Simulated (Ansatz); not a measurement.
**K (Im-3m), stationary points along a deformation path**

The calculation used Ansatz 0.2.0, DFT PBEsol, scalar-relativistic, plane waves, PAW. Settings: plane waves to 420 eV, k-mesh 14×14×14 (Γ-centred), Gaussian smearing 0.15 eV. No spin polarisation. Energies are free energies at this smearing, counted from the undisturbed cell; pressure is positive in compression.

Reference structure (as given, not relaxed at this level; it stands at 0.0 GPa):

```xyz
1
Lattice="-2.6180 2.6180 2.6180 2.6180 -2.6180 2.6180 2.6180 2.6180 -2.6180" Properties=species:S:1:pos:R:3 pbc="T T T"
K     0.0000    0.0000    0.0000
```

At fixed volume and fractional coordinates, lengths along (0.577, 0.577, 0.577) are scaled against those across it; ρ is that ratio over its starting value. V = 71.774 Å³/atom. Δσ is the stress along the axis less the mean stress across it (compression positive).

```csv
ρ,ΔE (meV/atom),Δσ (GPa),space group
0.500,738.9,9.35,R-3m
0.600,345.0,5.47,R-3m
0.710,135.3,2.99,R-3m
0.850,25.5,1.16,R-3m
0.930,4.6,0.44,R-3m
1.000,0.0,0.00,Im-3m
1.080,4.6,-0.39,R-3m
1.200,22.2,-0.69,R-3m
1.410,60.0,-0.80,R-3m
1.700,97.9,-0.49,R-3m
2.000,109.8,0.00,Pm-3m
```

Problem. How does the stress give the slope of the energy, and where is the energy stationary?

Solution. Along the path d ln(length) is 2/3 d ln ρ on the axis and −1/3 d ln ρ across it, so dE/d ln ρ = −(2/3) V Δσ: the energy falls with ρ where Δσ is positive. Δσ vanishes or changes sign at ρ = 1.000 (Im-3m), a minimum at 0.0 meV/atom; at ρ = 2.000 (Pm-3m, an end of the scan), at 109.8 meV/atom. Pairs of stationary points between two samples would go unseen, and could change a minimum read from distant neighbours into a maximum. At ρ = 1.000, 2.000 the cell is cubic, where symmetry alone makes the stress isotropic and the slope zero.

Problem. Which shear constant sets the curvature at ρ = 1?

Solution. For a cubic crystal E/V = (2/3) C (ln ρ)² with C = C44, so Δσ = −2C ln ρ. The parabola of Δσ against ln ρ through ρ = 0.930, 1 and 1.080 gives C ≈ 2.8 GPa with the ions clamped, rough because the steps are large.

In a metal these slopes depend on the k mesh and the smearing.